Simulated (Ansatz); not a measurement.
# Guessed and relaxed cells of Na2TiCdC6N6

The guess for Na2TiCdC6N6 was made by a generator: cyanide-bridged rock-salt net of two metals, 2 guest cations a cell (Fm-3m, No. 225). Its size is a rough estimate.

POSCAR.start

```
Na Ti Cd C N
1.0
     0.00000    5.20100    5.20100
     5.20100    0.00000    5.20100
     5.20100    5.20100    0.00000
Na Ti Cd C N
2 1 1 6 6
Direct
  0.25000 0.25000 0.25000
  0.75000 0.75000 0.75000
  0.50000 0.50000 0.50000
  0.00000 0.00000 0.00000
  0.80763 0.19237 0.19237
  0.19237 0.80763 0.19237
  0.19237 0.19237 0.80763
  0.19237 0.80763 0.80763
  0.80763 0.19237 0.80763
  0.80763 0.80763 0.19237
  0.69515 0.30485 0.30485
  0.30485 0.69515 0.30485
  0.30485 0.30485 0.69515
  0.30485 0.69515 0.69515
  0.69515 0.30485 0.69515
  0.69515 0.69515 0.30485
```

These are results of Ansatz 0.2.0, DFT PBE, scalar-relativistic, plane waves, PAW, not measurements. Cutoff 420 eV, Gaussian smearing, Γ-centred meshes. Cell and atoms relax first on a coarse mesh and then on a finer one. In between, the cell is made exact in the group found at 0.06 Å. In metals the finer mesh still leaves noise of several meV/atom or more. The steps can't lower the symmetry of their start. Collinear spin, starting moments Ti 1.0 μB.

POSCAR.end

```
Na Ti Cd C N
1.0
     0.00000    5.68589    5.68589
     5.68589    0.00000    5.68589
     5.68589    5.68589    0.00000
Na Ti Cd C N
2 1 1 6 6
Cartesian
  2.8429 2.8429 2.8429
  8.5288 8.5288 8.5288
  5.6859 5.6859 5.6859
  0.0000 0.0000 0.0000
  2.4070 5.6859 5.6859
  5.6859 2.4070 5.6859
  5.6859 5.6859 2.4070
  8.9648 5.6859 5.6859
  5.6859 8.9648 5.6859
  5.6859 5.6859 8.9648
  3.5838 5.6859 5.6859
  5.6859 3.5838 5.6859
  5.6859 5.6859 3.5838
  7.7879 5.6859 5.6859
  5.6859 7.7879 5.6859
  5.6859 5.6859 7.7879
```

The symmetry stays Fm-3m (No. 225). The volume per atom grows by 30.7 %, from 17.6 to 23.0 Å³. The shortest distance goes from 1.17 Å (C–N) to 1.18 Å (C–N). The energy falls by about 0.36 eV/atom (the start's value is from the coarse mesh).

```
Volume per atom                           : 22.98 Å³
Density                                   : 1.64 g/cm³
Energy over the elements                  : +0.19 eV/atom
Gap on the 6×6×6 mesh of the 16-atom cell : 0 eV (a metal)
Net moment per atom                       : 0.12 μB
Moment by site                            : Ti 0.9 μB
```

Formation energies are uncorrected and refer to the elements' standard structures at the same level (N₂ as a molecule). It can't be a ground state, since the elements alone are lower.

The last run used collinear spin and Gaussian smearing of 0.10 eV. The reference form of C is held partly by dispersion forces, which this level lacks. The magnetic state reached may not be the lowest. A structure relaxed within its symmetry needn't be a true minimum. In all, the 3 runs took 8.5 min on 1 thread of Intel(R) Xeon(R) Platinum 8488C (Sapphire Rapids), with other jobs on the host. Site moments count only spheres around the atoms; the net moment includes the space between them.
